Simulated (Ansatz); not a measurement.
Input and command of a plane-wave DFT calculation in Ansatz:

```yaml
crystal:
  lattice:
    - [-1.5771801384, 1.5771801384, 1.5771801384]
    - [1.5771801384, -1.5771801384, 1.5771801384]
    - [3.1543602768, 3.1543602768, 0.0]
  atoms:
    - { symbol: W, position: [0.0, 0.0, 0.0280210058] }
    - { symbol: W, position: [0.5, 0.5, 0.4719789942] }
basis:
  ecutwfc: 420
kpoints:
  mp_grid: { grid: [24, 24, 14] }
hamiltonian:
  xc: pbesol
scf:
  occupations: { method: gaussian, width: 0.15 }
output:
  forces: true
  stress: true
  eigenvalues: true
```

```bash
ansatz run input.yaml --threads 2 --pin off --max-ram 5120MiB --backend cpu --events-out ev --progress --plain --runs-dir out
```

Processor: Intel(R) Xeon(R) Processor @ 2.50GHz (Skylake/Cascade Lake), 2 threads, on a host shared with other jobs.

Q: Estimate time, memory and problem size.

A: About 38 s on 2 threads of Intel(R) Xeon(R) Processor @ 2.50GHz (Skylake/Cascade Lake), with other jobs on the host, peak memory 0.83 GiB. It solves 18 bands at 1256 k points (the mesh reduced by symmetry) with about 633 plane waves, in 6 SCF iterations.
